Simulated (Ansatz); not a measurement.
# Zr2O: zone-centre modes

The calculation used DFT r2SCAN, scalar-relativistic, plane waves, PAW (Ansatz). The runs took a 500 eV cutoff, a Γ-centred 10×10×10 mesh and Gaussian smearing (0.15 eV). No spin polarisation.

Zero of the scan (relaxed at this level; it needn't be the usual structure):

```yaml
crystal:
  lattice:
    - [4.84573, 0.00000, 0.00000]
    - [0.00000, 4.84573, 0.00000]
    - [0.00000, 0.00000, 4.84573]
  atoms:
    - { symbol: Zr, position: [0.25000, 0.25000, 0.75000] }
    - { symbol: Zr, position: [0.75000, 0.25000, 0.25000] }
    - { symbol: Zr, position: [0.25000, 0.75000, 0.25000] }
    - { symbol: Zr, position: [0.75000, 0.75000, 0.75000] }
    - { symbol: O, position: [0.00000, 0.00000, 0.00000] }
    - { symbol: O, position: [0.50000, 0.50000, 0.50000] }
```

Harmonic modes by finite displacements of 0.02 Å, without the LO–TO term.

**Question.** At this geometry, is the structure stable against these modes?

**Answer.** Yes: no mode is imaginary beyond 10 cm⁻¹, and only the three translations lie near zero.

**Question.** List the wavenumbers in cm⁻¹.

**Answer.** 0, 0, 0, 52, 52, 83, 83, 83, 171, 171, 171, 311, 388, 388, 388, 472, 472, 472.

Cost: 1 run of about 3.4 core-minutes, on Intel Xeon 6975P-C (Granite Rapids) (shared hosts).